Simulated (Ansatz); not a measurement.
The elements of this relaxed trial crystal are hidden behind letters.

```
lattice vectors (Å)
   1.7960    1.0369    7.7575
  -1.7960    1.0369    7.7575
   0.0000   -2.0738    7.7575
fractional positions
X 0.0000 0.0000 0.0000
X 0.2109 0.2109 0.2109
X 0.7891 0.7891 0.7891
Z 0.3974 0.3974 0.3974
Z 0.6026 0.6026 0.6026
```

All numbers below come from Ansatz 0.2.0, DFT PBE, scalar-relativistic, plane waves, PAW. The final run on the 5-atom cell used 420 eV, a Γ-centred 12×12×12 mesh, 0.10 eV smearing and no spin polarisation.

- Space group: R-3m (No. 166)
- Conventional cell: a = 3.592 Å, c = 23.272 Å
- Volume per atom: 17.34 Å³
- Density: 2.74 g/cm³
- Formation energy: −0.25 eV/atom
- Gap on the 12×12×12 mesh of the 5-atom cell: 0 eV (a metal)

Energies are uncorrected and count from the elements' standard states at the same level.

Question: X is a p-block element of period 3 and Z is a p-block element of period 3. Which elements are they?

Answer: X = Al, Z = P, so the formula is Al3P2, here in the anti-tetradymite type. Density times volume gives a mean mass of 2.74 × 17.34/1.6605 = 28.6 u per atom, and this set has 28.6 u. Among the elements that the hints allow, noble gases aside, only these give it. Al on a site of symmetry -3m has 6 P at 2.55 Å; Al on a site of symmetry 3m is surrounded by 3 P at 2.48 Å and 3 Al at 2.92 Å; P is surrounded by 6 Al at 2.48–2.55 Å.

An odd number of electrons in the primitive cell allows no gap without spin; a larger cell or a magnetic state could open one. The cell is a metal run without spin; a magnetic state may lie lower. A structure relaxed within its symmetry needn't be a true minimum.
